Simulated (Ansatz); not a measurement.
Values for one crystal, relaxed and computed with plane-wave PAW r²SCAN+D4 (Ansatz code); other levels are named.

* **Volume per atom**: 8.18 Å³
* **Band gap**: 5.52 eV (direct)
* **Conduction-band minimum**: at Γ
* **HSE06 gap on the r²SCAN+D4 cell**: 7.19 eV
* **Hole effective mass**: 4.9, 5.2, 5.2 mₑ (principal values)
* **Valence-band maximum**: at Γ
* **Pressure derivative B′**: 5.9

Question: Which of these materials gives this?
A. TiNCl, Pmmn (Ti on 2b, N on 2a, Cl on 2a)
B. SiH8N2F6, Fm-3m (Si on 4a, H on 32f, N on 8c, F on 24e)
C. BN, P6_3/mmc (B on 2c, N on 2d)
D. TiH8N2F6, P-3m1 (Pearson symbol hP17)

Answer: D, TiH8N2F6, P-3m1 (Pearson symbol hP17)

The workflow started from a Materials Project entry (that database holds measured and hypothetical structures alike); the Crystallography Open Database files this formula in space group No. 164, but the cells were not matched. Its standing as an ambient phase is unchecked. Symmetry was held in the r²SCAN+D4 relaxation; its stability against distortions is not shown here. The run is not spin-polarised.

Potentials: the later of the program's two PAW sets.
